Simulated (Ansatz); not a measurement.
Input and command of a plane-wave DFT calculation in Ansatz:

```yaml
crystal:
  lattice:
    - [5.773205, -0.064851, -0.251537]
    - [-0.064851, 5.947139, 0.068497]
    - [-0.251537, 0.068497, 6.527354]
  atoms:
    - { symbol: Al, position: [0.4852440627, 0.67391989, 0.070151343] }
    - { symbol: Al, position: [0.2964301144, 0.9102636014, 0.3614676011] }
    - { symbol: Al, position: [0.980013038, 0.7202402944, 0.7710677996] }
    - { symbol: "N", position: [0.89403631, 0.3650773378, 0.0505482859] }
    - { symbol: "N", position: [0.3566671851, 0.352515107, 0.0667255244] }
    - { symbol: "N", position: [0.1464891712, 0.8723506777, 0.0857506952] }
    - { symbol: Si, position: [0.0185011034, 0.1470005554, 0.6136056181] }
    - { symbol: Si, position: [0.90228788, 0.5298682163, 0.2738940145] }
    - { symbol: Si, position: [0.6188667764, 0.9549539262, 0.7454835644] }
    - { symbol: Si, position: [0.1150185327, 0.1707995954, 0.9768660158] }
    - { symbol: Si, position: [0.8064573328, 0.9118170214, 0.3628770807] }
    - { symbol: Si, position: [0.2370935342, 0.5591986805, 0.5452002334] }
    - { symbol: Si, position: [0.6409222226, 0.2052055869, 0.0297504248] }
    - { symbol: Si, position: [0.4837119366, 0.2530385814, 0.4074966631] }
  symmetry: { detect: false }
basis:
  ecutwfc: 420
  xc_grid: 1
kpoints:
  mp_grid: { grid: [1, 1, 1], shift: [0.25, 0.25, 0.25] }
hamiltonian:
  xc: pbe
scf:
  occupations: { method: fermi_dirac, width: 0.05 }
  lower_state_search: "off"
  convergence: { dr2_threshold: 1.0e-05 }
output:
  forces: true
  stress: true
md:
  timestep: 2.0
  n_steps: 250
  ensemble: nvt_langevin
  friction: 0.03
  temperature: 300.0
  initial_velocities: maxwell_boltzmann
  seed: 91362
```

```bash
ansatz run input.yaml --threads 2 --pin off --max-ram 5120MiB --backend cpu --events-out ev --progress --plain --runs-dir out
```

Processor: Arm Neoverse V1, 2 threads, on a host shared with other jobs.

**Question.** Estimate time, memory and problem size.

**Answer.** About 2.2 min on 2 threads of Arm Neoverse V1, with other jobs on the host, peak memory 0.37 GiB. It solves 42 bands at 1 k points (the mesh reduced by the symmetry that the task leaves, which can be less than the crystal's) with about 4347 plane waves, in 837 SCF iterations.
